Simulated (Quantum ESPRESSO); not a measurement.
pw.x input (Quantum ESPRESSO 7.5; PBEsol, PseudoDojo standard norm-conserving files, scalar-relativistic):

```
&CONTROL
  calculation = 'scf'
  pseudo_dir = './pseudo'
  outdir = './out'
  tprnfor = .true.
  tstress = .true.
/
&SYSTEM
  ibrav = 0
  nat = 4
  ntyp = 3
  ecutwfc = 92.0
  ecutrho = 368.0
  occupations = 'smearing'
  smearing = 'fd'
  degauss = 0.002
  nbnd = 28
/
&ELECTRONS
  conv_thr = 4e-10
/
ATOMIC_SPECIES
O 15.9990 O.upf
Cu 63.5460 Cu.upf
Rh 102.9055 Rh.upf
CELL_PARAMETERS angstrom
  1.535520484982   0.886533165351   5.637495198000
 -1.535520484982   0.886533165351   5.637495198000
  0.000000000000  -1.773066330701   5.637495198000
ATOMIC_POSITIONS crystal
O   0.892358334700   0.892358334700   0.892358334700
O   0.107641665300   0.107641665300   0.107641665300
Cu   0.000000000000   0.000000000000   0.000000000000
Rh   0.500000000000   0.500000000000   0.500000000000
K_POINTS automatic
10 10 10 0 0 0
```

End of the output:

```
     total energy              =    -679.15056090 Ry
     estimated scf accuracy    <       0.00000004 Ry
     total energy              =    -679.15056091 Ry
     estimated scf accuracy    <          4.4E-10 Ry
     total energy              =    -679.15056091 Ry
     estimated scf accuracy    <          4.7E-10 Ry
[...]
     the Fermi energy is    13.3219 ev
!    total energy              =    -679.15056091 Ry
     estimated scf accuracy    <          3.8E-12 Ry
     smearing contrib. (-TS)   =      -0.00000000 Ry
     internal energy E=F+TS    =    -679.15056091 Ry
     The total energy is F=E-TS. E is the sum of the following terms:
     one-electron contribution =    -353.16950416 Ry
     hartree contribution      =     202.39914301 Ry
     xc contribution           =    -100.19656701 Ry
     ewald contribution        =    -428.18363275 Ry
     convergence has been achieved in  13 iterations
     Forces acting on atoms (cartesian axes, Ry/au):
     atom    1 type  1   force =    -0.00000000    0.00000000    0.00005236
     atom    2 type  1   force =    -0.00000000    0.00000000   -0.00005236
     atom    3 type  2   force =     0.00000000   -0.00000000    0.00000000
     atom    4 type  3   force =     0.00000000    0.00000000    0.00000000
     Total force =     0.000074     Total SCF correction =     0.000002
     Computing stress (Cartesian axis) and pressure
          total   stress  (Ry/bohr**3)                   (kbar)     P=       -0.13
  -0.00000062   0.00000000  -0.00000000           -0.09        0.00       -0.00
   0.00000000  -0.00000062   0.00000000            0.00       -0.09        0.00
  -0.00000000   0.00000000  -0.00000137           -0.00        0.00       -0.20
```
In a gapped system the printed Fermi energy is only some level inside the gap.

Spin-orbit coupling is not included.

Geometry relaxed with PBEsol.
